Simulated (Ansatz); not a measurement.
## HfSi2O6: phonons across the zone

Theory: DFT PBE, scalar-relativistic, plane waves, PAW in Ansatz. Cutoff 420 eV, 6×6×4 k-points (Γ-centred), fixed occupations. No spin polarisation. Phonons by linear response, acoustic sum rule imposed.

Relaxed structure:
```yaml
crystal:
  lattice:
    - [4.95474, -2.50450, -0.00075]
    - [4.95474, 2.50450, -0.00075]
    - [-0.17732, 0.00000, 5.87811]
  atoms:
    - { symbol: Hf, position: [0.45801, 0.54199, 0.00000] }
    - { symbol: Si, position: [0.51983, 0.98638, 0.65514] }
    - { symbol: Si, position: [0.01362, 0.48017, 0.34486] }
    - { symbol: O, position: [0.79112, 0.42959, 0.20270] }
    - { symbol: O, position: [0.30638, 0.15392, 0.43076] }
    - { symbol: O, position: [0.57041, 0.20888, 0.79730] }
    - { symbol: O, position: [0.12475, 0.62943, 0.18253] }
    - { symbol: O, position: [0.84608, 0.69362, 0.56924] }
    - { symbol: O, position: [0.37057, 0.87525, 0.81747] }
```

The structure comes from a generated guess, relaxed at this level; another structure or a mixture of phases may lie lower. Spin–orbit coupling is left out, which matters for heavy elements. The q mesh is coarse, so values between its points are rough.

Force constants from linear response on a 2×2×1 q mesh.

Path: Γ–C | C2–Y2–Γ–M2–D | D2–A–Γ | L2–Γ–V2. Only the points of the 2×2×1 mesh were computed; the rest is interpolation, which is rough on so few points. On the mesh no mode is imaginary. Distance along the path (Å⁻¹), then the branches (cm⁻¹, negative for imaginary; the LO field is included):
```
0.000  0 0 0 71 110 166 193 194 220 241 327 335 345 361 401 452 518 570 572 645 744 898 922 925 1052 1055 1106
0.197  15 28 42 82 107 164 187 211 222 237 323 338 348 365 400 446 506 571 573 651 742 899 923 926 1050 1058 1104
0.394  37 54 63 103 106 163 174 222 226 256 316 338 352 375 398 437 479 568 579 669 732 902 926 928 1047 1063 1099
0.591  47 66 85 106 131 160 168 199 226 300 302 332 353 380 393 440 456 564 583 697 709 906 928 935 1050 1068 1088
0.788  56 67 110 114 147 150 170 185 221 270 322 323 352 378 388 448 462 560 586 676 724 910 924 951 1061 1063 1077
0.846  59 67 110 120 146 149 170 187 217 260 321 323 354 377 387 447 471 558 586 667 730 910 922 958 1060 1063 1078
0.963  62 68 107 131 139 146 175 193 204 246 319 319 358 376 385 441 490 556 586 652 740 911 917 971 1050 1059 1088
1.079  55 66 106 133 133 149 180 187 199 243 314 317 362 376 384 433 507 554 585 645 746 910 913 983 1039 1055 1100
1.196  43 64 107 129 132 156 175 182 203 244 311 317 364 376 382 426 518 552 584 643 749 910 911 991 1030 1053 1107
1.334  40 60 106 123 131 162 171 184 203 244 311 318 363 377 383 424 520 552 583 642 749 910 911 993 1029 1053 1108
1.492  24 47 87 104 131 161 178 191 207 246 313 326 359 376 388 424 520 552 582 640 748 909 911 993 1035 1054 1104
1.651  -26 36 56 86 122 162 184 197 217 245 320 334 355 374 395 424 520 551 578 637 747 909 911 993 1045 1055 1098
1.809  -19 14 23 73 112 165 190 196 228 240 326 337 351 373 400 424 521 550 575 634 746 908 911 993 1055 1055 1091
1.889  0 0 0 71 110 165 192 193 226 238 328 337 352 383 401 424 518 550 575 634 745 908 922 993 1023 1057 1107
2.093  -22 24 44 79 118 166 187 190 212 247 325 336 351 381 397 425 524 551 578 632 745 908 923 993 1023 1055 1105
2.297  -26 18 83 96 136 159 176 183 208 250 316 334 350 380 386 426 533 554 590 629 746 908 928 993 1023 1054 1097
2.502  -67 -22 104 126 146 158 171 186 205 252 303 330 349 369 385 428 538 558 605 625 746 909 938 993 1019 1056 1084
2.706  -87 -30 119 130 135 172 176 195 199 249 296 328 347 364 386 429 538 560 612 622 746 909 946 993 1017 1055 1079
2.825  -86 11 115 131 139 169 178 197 198 247 298 328 346 365 388 428 528 560 610 629 748 911 946 987 1016 1059 1077
2.943  -84 47 107 133 147 164 184 198 201 244 304 329 344 366 392 428 504 562 605 646 752 915 945 972 1017 1067 1074
3.062  -80 64 97 136 145 164 190 196 208 246 313 326 344 368 395 428 475 564 596 670 750 920 946 954 1019 1071 1074
3.181  -72 71 88 138 141 160 190 198 208 263 318 326 344 373 394 433 446 567 585 696 740 923 939 949 1023 1071 1077
3.278  -62 73 83 132 144 154 186 203 204 282 308 338 344 378 390 426 441 570 576 716 725 922 928 954 1026 1072 1077
3.473  -36 66 85 117 146 147 174 196 208 281 316 340 361 380 386 410 464 560 574 686 746 916 917 964 1040 1072 1072
3.668  -23 54 87 104 140 146 161 192 209 258 337 341 363 381 384 419 498 550 577 648 755 911 911 976 1041 1063 1087
3.863  -32 43 52 99 140 149 155 189 210 249 345 346 360 384 385 426 528 544 578 624 749 906 909 990 1031 1047 1113
4.027  -36 40 43 98 137 153 156 189 210 248 345 346 360 382 388 427 532 544 578 621 747 906 909 993 1028 1045 1118
4.160  -30 33 38 91 125 159 167 193 210 247 342 344 358 378 394 426 531 545 577 624 748 906 909 993 1020 1050 1119
4.294  -22 22 27 81 115 163 180 198 213 244 338 340 356 376 398 425 529 548 575 630 749 906 909 993 1012 1054 1121
4.428  -13 7 14 72 111 165 190 198 218 239 334 337 354 375 400 424 527 550 573 633 750 907 908 993 1007 1056 1122
4.495  -23 60 69 122 142 170 181 188 216 287 305 339 348 378 388 421 447 571 573 712 730 908 934 956 1031 1065 1084
4.714  15 48 76 116 142 165 179 193 212 273 313 339 354 374 389 420 465 564 578 684 744 908 931 955 1036 1064 1086
4.933  10 46 70 100 128 160 179 200 218 250 320 348 351 373 392 430 494 558 580 651 748 907 925 954 1042 1060 1095
5.152  -10 30 41 82 112 164 188 199 216 242 326 340 353 368 399 438 514 559 576 638 746 906 922 952 1039 1057 1106
5.372  0 0 0 71 110 165 193 194 221 239 329 336 350 368 401 441 519 559 574 638 746 906 921 950 1037 1056 1111
5.460  -7 12 22 74 110 165 192 196 222 240 326 336 347 363 401 446 517 565 574 642 745 901 916 943 1052 1056 1103
5.635  18 32 54 89 111 162 186 214 224 235 323 336 350 368 399 442 503 565 576 648 742 902 918 944 1051 1059 1100
5.811  31 46 74 104 123 155 183 213 224 254 318 337 350 375 395 438 482 564 580 664 732 905 921 942 1051 1064 1093
5.987  37 56 75 122 135 150 179 205 219 284 314 339 344 378 395 435 466 563 581 689 714 907 925 939 1050 1072 1086
```
